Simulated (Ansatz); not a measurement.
## From the elastic tensor of TiRh at 15 GPa (stress–strain coefficients) to moduli and sound speeds

Method: DFT LDA, scalar-relativistic, plane waves, PAW (Ansatz). Settings: 420 eV plane-wave cutoff, Γ-centred 14×14×12 mesh, Fermi-Dirac smearing of 0.15 eV. No spin polarisation.

Symmetry: P4/mmm, No. 123, tetragonal system. Conventional cell: a = 2.841 Å, b = 2.841 Å, c = 3.290 Å, α = 90.00°, β = 90.00°, γ = 90.00°. Ti (site symmetry 4/mmm) has 8 Rh at 2.60 Å and 4 Ti at 2.84 Å as nearest neighbours. Rh (site symmetry 4/mmm) has 8 Ti at 2.60 Å and 4 Rh at 2.84 Å as nearest neighbours.

In a metal, frequencies and elastic constants depend on the k mesh and the smearing, soft modes and shear constants most. Other phases may be more stable at this pressure.

Relaxed-ion constants (GPa, on the Cartesian axes of the calculation):
```
395.9 201.1 252.6   0.0   0.0   0.0
201.1 395.9 252.6   0.0   0.0   0.0
252.6 252.6 366.5   0.0   0.0   0.0
  0.0   0.0   0.0  80.8   0.0   0.0
  0.0   0.0   0.0   0.0  80.8   0.0
  0.0   0.0   0.0   0.0   0.0  62.4
```

Density 9.431 g/cm³; 2 atoms in 26.55 Å³.

The values that follow are for a polycrystal of randomly turned grains, by Hill's mean where one number stands.

With S = C⁻¹: B_V = (C11+C22+C33+2(C12+C13+C23))/9, G_V = (C11+C22+C33−C12−C13−C23+3(C44+C55+C66))/15, 1/B_R = S11+S22+S33+2(S12+S13+S23), 15/G_R = 4(S11+S22+S33−S12−S13−S23)+3(S44+S55+S66); Hill is their mean. Then v_l = √((B+4G/3)/ρ), v_t = √(G/ρ), v_m = [(2/v_t³+1/v_l³)/3]^(−1/3) and Θ = (ħ/k_B)·v_m·(6π²n/V)^(1/3) for n atoms in the volume V; E = 9BG/(3B+G), ν = (3B−2G)/(2(3B+G)) and A^U = 5G_V/G_R + B_V/B_R − 6.

```
Bulk modulus, Voigt / Reuss / Hill          : 285.6 / 285.3 / 285.5 GPa
Shear modulus, Voigt / Reuss / Hill         : 74.9 / 71.6 / 73.3 GPa
Young's modulus                             : 202 GPa
Poisson ratio                               : 0.382
Pugh ratio B/G                              : 3.90
Universal anisotropy index                  : 0.23
Longitudinal and transverse sound speeds    : 6374 and 2787 m/s
Debye temperature from the mean sound speed : 396 K
```

Cost: 1 run of about 3.4 core-minutes, on Arm Neoverse V1 (shared hosts).